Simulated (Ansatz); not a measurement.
The cell comes from COD entry 2106431, which wasn't checked; take it as a given geometry. The listed cell was then made from it by scaling, straining or moving an atom.

O: DFT, PBEsol, all-electron PAW with datasets made for the crystal, scalar-relativistic (Ansatz 0.2.0). What sets it apart from a plain run of this crystal: volume scaled by 1.01.

Command: `ansatz run input.yaml --threads 1 --pin off --max-ram 3072MiB --backend cpu --events-out ev --progress --plain --runs-dir out` The run took 16 s on 1 thread of Intel(R) Xeon(R) Platinum 8488C (Sapphire Rapids), with other jobs on the host, peak memory 0.66 GiB.

```yaml
crystal:
  lattice:
    - [1.4280777911, 0.8245010971, 3.419623339]
    - [-1.4280777911, 0.8245010971, 3.419623339]
    - [0.0, -1.6490021942, 3.419623339]
  atoms:
    - { symbol: O, position: [0.0577, 0.0577, 0.0577] }
    - { symbol: O, position: [0.9423, 0.9423, 0.9423] }
kpoints:
  mp_grid: { grid: [10, 10, 10] }
scf:
  occupations: { method: fermi_dirac, width: 0.02 }
hamiltonian:
  xc: pbesol
  pseudopotentials: { kind: all_electron, datasets: crystal }
output:
  forces: true
  stress: true
  eigenvalues: true
  efg: { contact_densities: true }
```

Output (standing set-up lines are left out):

```
Crystal: 2 atoms, lattice volume = 24.159 Å³
iter 1 solved again at ethr=5.29e-3 eV; its pass at ethr=1.00e-1 eV (dr2=6.35e-1 eV) is discarded
SCF iter   1: F=—  HF=-4078.297796 eV  |F-HF|=—  |Δ(HF+E_count)|=         —  Δρ=7.71e-2  dr2=5.45e-1  ethr=5.29e-3  ⟨swp⟩=2.7  Hψ=7258  notcnv=0
preconditioner: auto → LDOS  [metal: Δε(μ)=0.031 eV  Ē_g=16.690 eV  σ=0.020 eV  W_gap=0.34  n_scr=2 (ndim 8)  ℏωp=23.9 eV  f_vac=0.024  D(μ)=1.15/eV (n_scr^D=14)  β→1.0]
iter 2 solved again at ethr=4.11e-4 eV; its pass at ethr=4.54e-3 eV (dr2=4.94e-2 eV) is discarded
SCF iter   2: F=—  HF=-4078.108751 eV  |F-HF|=—  |Δ(HF+E_count)|=   1.89e-1  Δρ=2.54e-2  dr2=5.23e-2  ethr=4.11e-4  ⟨swp⟩=2.2  Hψ=6494  notcnv=0  defer=6
SCF iter   3: F=—  HF=-4078.095617 eV  |F-HF|=—  |Δ(HF+E_count)|=   1.31e-2  Δρ=4.18e-3  dr2=1.80e-3  ethr=4.11e-4  ⟨swp⟩=3.0  Hψ=3222  notcnv=0  defer=2
SCF iter   4: F=—  HF=-4078.095682 eV  |F-HF|=—  |Δ(HF+E_count)|=   6.45e-5  Δρ=1.01e-3  dr2=1.02e-4  ethr=1.50e-5  ⟨swp⟩=2.4  Hψ=2374  notcnv=0  defer=19
SCF iter   5: F=—  HF=-4078.095686 eV  |F-HF|=—  |Δ(HF+E_count)|=   4.45e-6  Δρ=2.45e-4  dr2=6.64e-6  ethr=8.50e-7  ⟨swp⟩=2.9  Hψ=3117  notcnv=0  defer=3
SCF iter   6: F=—  HF=-4078.095689 eV  |F-HF|=—  |Δ(HF+E_count)|=   2.92e-6  Δρ=4.72e-5  dr2=2.44e-7  ethr=5.54e-8  ⟨swp⟩=2.7  Hψ=2060  notcnv=0  defer=1
SCF iter   7: F=-4078.095689 eV  HF=-4078.095689 eV  |F-HF|=4.73e-10  |Δ(HF+E_count)|=   1.93e-8  Δρ=6.65e-6  dr2=3.91e-9  ethr=2.03e-9  ⟨swp⟩=3.0  Hψ=2486  notcnv=0  defer=1
SCF 1 converged in 7 iterations: F = -4078.095689 eV  dr2 = 3.91e-9
  Residual-converged pass: ⟨swp⟩=3.0  Hψ=2312  notcnv=0  max |occ|·‖R‖ = 5.3e-6 eV (tolerance 5.3e-6 eV)  dr2=3.88e-9  dr2_onsite=3.33e-9  max |Δocc| = 4.9e-11
  greatest PAW one-centre occupation: 0.530 electrons in one spin orbital (limit 2), on the O atom at site 1 (counted from 0), in its partial waves of l = 0
SCF converged after 7 iterations
Free energy (F): -4078.095689 eV
Harris-Foulkes:  -4078.095689 eV  (|F-HF|=4.73e-10)
Internal energy: -4078.093911 eV  (E = F + TS)
E sigma→0 (E₀):  -4078.094800 eV
Entropy (-TS):   -0.001778 eV (-0.889 meV/atom)
Past the cutoff: the bands carry plane waves up to 1.75 times it, of which those up to 1.5 times it add -0.000085 eV an atom, each by itself; the spheres take 0.000180 eV an atom off the energy for waves past 1.75 times it
By the cutoff:   a pressure is off by up to 0.007 GPa (1.2 times the spheres' own share and the shells' term, over an atom's volume, and 0.004 GPa: a bound that held against runs at twice the plane waves)
Past the cutoffs: a stress includes 0.0012 GPa for waves and charges beyond them, in addition to the slope of what the spheres take
In the spheres:  the bands' charges fall short by 2.7e-7 e at most (sound up to 1e-3)
Fermi energy:    2.314878 eV
--- Per-component energies (eV) ---
  The terms above E_closure are by the made datasets' own strengths, without shells solved beside the bands.
--- Forces (eV/Å), atoms counted from 1 ---
  atom   1  O      0.00000000    -0.00000000     1.90373593
  atom   2  O     -0.00000000     0.00000000    -1.90373593
  max |Σ_I F_I| component: 8.88e-16 eV/Å
--- Stress (GPa, compression-positive) ---
       -8.516029      -0.000000      -0.000000
       -0.000000      -8.516029      -0.000000
       -0.000000      -0.000000      19.562088
  P = ⅓ Tr σ = 0.8433 GPa (8.433 kbar)
--- PAW observables at the nuclei: V_zz in 10²¹ V/m², potentials from the cell's mean, atoms counted from 1 ---
  atom   1  O  V_zz =   +11.028732   η = 0.0000   by run symmetry: allowed
            electrostatic potential = -611.993444 V   contact ρ = 2150.898940 e/Å³
  atom   2  O  V_zz =   +11.028732   η = 0.0000   by run symmetry: allowed
            electrostatic potential = -611.993444 V   contact ρ = 2150.898940 e/Å³
--- Band table (eV; the first three rows and the last of 116) ---
  k-point 0: bands = ["-25.5680", "-11.5321", "-6.8821", "-4.2338", "-4.2338", "2.8696", "2.8696", "10.3250"]
  k-point 1: bands = ["-25.5349", "-11.5206", "-6.8231", "-4.4066", "-4.2716", "2.7279", "2.8213", "10.6405"]
  k-point 2: bands = ["-25.4470", "-11.4874", "-6.6795", "-4.8291", "-4.3689", "2.3762", "2.6965", "11.4308"]
  k-point 115: bands = ["-25.4842", "-12.7354", "-4.8374", "-4.3316", "-4.3316", "3.1146", "3.1146", "10.1957"]
```

Solid oxygen carries moments on its molecules; these runs leave spin out.
